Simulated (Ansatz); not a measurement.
SiO2 in space group Pn-3m (No. 224; Si on 2a, O on 4b), the program Ansatz at the LDA level (PAW): ε∞ = 3.33, cell volume 52.98 Å³. Infrared-active transverse modes:

```json
[
 {"ω_TO (cm⁻¹)": "331.2", "oscillator strength S_xx (e²/amu)": "0.6079"},
 {"ω_TO (cm⁻¹)": "997.3", "oscillator strength S_xx (e²/amu)": "1.589"}
]
```

Question: Compute the static dielectric constant.

Answer: Each mode adds (4.921e7/V) S/ω²: 5.15, 1.48. So ε0 = 9.96.

The workflow started from a Materials Project entry (that database holds measured and hypothetical structures alike); the Crystallography Open Database copy checked does not list it. It is not the phase usual at ambient conditions (space group No. 92, 152, 154). The LDA relaxation kept the symmetry of its start; phonons on a q-mesh show no instability.

Potentials: the earlier of the program's two PAW sets.
